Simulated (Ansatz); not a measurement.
C:
```cif
data_C8
_chemical_formula_sum 'C8'
_space_group_name_H-M_alt 'Fd-3m :1'
_space_group_IT_number 227
_space_group_name_Hall 'F 4d 2 3 -1d'
_cell_length_a 3.55379
_cell_length_b 3.55379
_cell_length_c 3.55379
_cell_angle_alpha 90.000
_cell_angle_beta 90.000
_cell_angle_gamma 90.000
loop_
_atom_site_label
_atom_site_type_symbol
_atom_site_symmetry_multiplicity
_atom_site_Wyckoff_symbol
_atom_site_fract_x
_atom_site_fract_y
_atom_site_fract_z
_atom_site_occupancy
C1 C 8 a 0.00000 0.00000 0.00000 1
```
(The calculation used a cell of 2 atoms; values per cell refer to that cell.)

This is the PBEsol-relaxed structure.

**Question.** All from PBEsol in the plane-wave PAW code Ansatz, unless another level is named. Predict the band gap.

**Answer.** 4.03 eV (indirect).

**Question.** Give the smallest direct gap on the standard path.

**Answer.** 5.57 eV.

**Question.** Predict the conduction-band minimum.

**Answer.** on the Γ–X line, 73 % of the way from Γ (6 equivalent valleys).

**Question.** Next, the valence-band maximum?

**Answer.** at Γ.

Symmetry was held in the PBEsol relaxation.

Potentials: the later of the program's two PAW sets.
